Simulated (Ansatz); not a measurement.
Before relaxation, (012) slab as cut from the bulk (MoS₂, R-3m (No. 166), (0 1 2) face):

```
CELL_PARAMETERS angstrom
3.12041 0.00000 0.00000
0.00000 6.34707 0.00000
0.00000 0.00000 26.68301
ATOMIC_POSITIONS crystal
S 0.00000 0.67756 0.28108
S 0.50000 0.20159 0.28277
Mo 0.50000 0.87915 0.33048
S 0.50000 0.55671 0.37819
S 0.00000 0.08074 0.37988
Mo 0.00000 0.75830 0.42759
S 0.00000 0.43586 0.47530
S 0.50000 0.95989 0.47699
Mo 0.50000 0.63745 0.52470
S 0.50000 0.31501 0.57241
S 0.00000 0.83904 0.57410
Mo 0.00000 0.51660 0.62181
S 0.00000 0.19416 0.66952
S 0.50000 0.71819 0.67121
Mo 0.50000 0.39575 0.71892
```

The calculation used Ansatz 0.2.0, DFT PBEsol, scalar-relativistic, plane waves, PAW. Settings: cutoff 420 eV, Γ-centred mesh 11×6×1 on the computed 15-atom cell, Gaussian smearing of 0.10 eV; no spin polarisation. A dipole correction removes the field between periodic images along c.

All atoms are free. The cell is fixed. Force threshold 0.02 eV/Å.

(1) Where does it end?

## Answers

(1) The energy falls by 2.159 eV in 16 steps, to:

```xyz
15
Lattice="3.1204 0.0000 0.0000 0.0000 6.3471 0.0000 0.0000 0.0000 26.6830" Properties=species:S:1:pos:R:3 pbc="T T T"
S     0.0000    4.7582    7.2563
S     1.5602    1.5919    7.2488
Mo    1.5602    6.1131    8.3420
S     1.5602    3.9665   10.0351
S     0.0000    0.4352   10.0803
Mo    0.0000    4.8540   11.6497
S     0.0000    2.6646   12.5889
S     1.5602    6.1752   12.8636
Mo    1.5602    3.9855   13.7794
S     1.5602    2.0816   15.3886
S     0.0000    4.8819   15.4356
Mo    0.0000    2.9830   17.0227
S     0.0000    0.7967   18.1137
S     1.5602    4.3367   18.2074
Mo    1.5602    2.2064   19.0407
```

The reference crystal is a form of MoS2, which isn't its usual structure.

Cost: 1 run of about 34 core-minutes, on Arm Neoverse V2 (shared hosts).